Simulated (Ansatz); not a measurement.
**Question.** CoMo (rock salt, space group No. 225) is relaxed with PBE (plane waves, PAW; program Ansatz). What lattice parameters of the conventional cell result?

**Answer.** a = 4.858 Å.

Space group Fm-3m (rock salt). The start of the workflow was typed in or built on a structure type; neither database checked (COD, Materials Project) lists it. Its standing as an ambient phase is unchecked. Symmetry was held in the PBE relaxation; whether a distortion lowers the energy is not shown. The workflow began spin-polarised and lost its moments. Its formation energy is positive at this level, so the cell may be metastable or incomplete.

Potentials: the later of the program's two PAW sets.
